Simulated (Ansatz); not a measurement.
Level of theory: DFT PBE, scalar-relativistic, plane waves, PAW (Ansatz). Settings: cutoff 420 eV, Γ-centred meshes spaced at most about 0.3 Å⁻¹, and about 0.25 Å⁻¹ or finer for metals (2π included), Gaussian smearing. No spin polarisation in the final relaxations.

Each of these unrelaxed guesses is relaxed in cell and atoms within its symmetry. A guess keeps its type if space group and coordination stay and the shape of the cell changes little (axis ratios within about 15 %, angles within 6°); the volume may change.

1. AlH5

```
CELL_PARAMETERS angstrom
3.83019 0.00000 0.00000
0.00000 3.83019 0.00000
0.00000 0.00000 3.83019
ATOMIC_POSITIONS crystal
Al 0.50000 0.50000 0.50000
H 0.21692 0.21692 0.21692
H 0.78308 0.78308 0.21692
H 0.78308 0.21692 0.78308
H 0.21692 0.78308 0.78308
H 0.00000 0.00000 0.00000
```

2. MgSe5

```
CELL_PARAMETERS angstrom
4.86356 0.00000 0.00000
-2.43178 4.21196 0.00000
0.00000 0.00000 7.44817
ATOMIC_POSITIONS crystal
Mg 0.33333 0.66667 0.50000
Se 0.00000 0.00000 0.00000
Se 0.33333 0.66667 0.73676
Se 0.33333 0.66667 0.26324
Se 0.66667 0.33333 0.15683
Se 0.66667 0.33333 0.84317
```

Question: Which guesses survive the relaxation?

Answer: Guess 1 keeps its type.

```tsv
guess	kept	start group	end group	V start (Å³/atom)	V end	b/a and c/a, end over start	nearest neighbours start	nearest neighbours end
1	yes	P-43m	P-43m	9.4	6.8	1.00, 1.00	Al 4, H 1/4	Al 4, H 1/4
2	no	P-6m2	P-6m2	25.4	23.3	1.00, 1.80	Mg 2, Se 1/12	Mg 6, Se 4/6
```

Neighbours count within 15 % of an atom's shortest distance; end groups are read at 0.02 Å (0.05 Å in metals).

No dispersion correction is applied, so the spacing and binding between layers, chains or molecules are poorly described (MgSe5 P-6m2). Cells relaxed within their symmetry can be saddle points; a later kick test found a lower structure for AlH5 P-43m.

In counts of neighbours, a slash parts the counts of unlike sites.
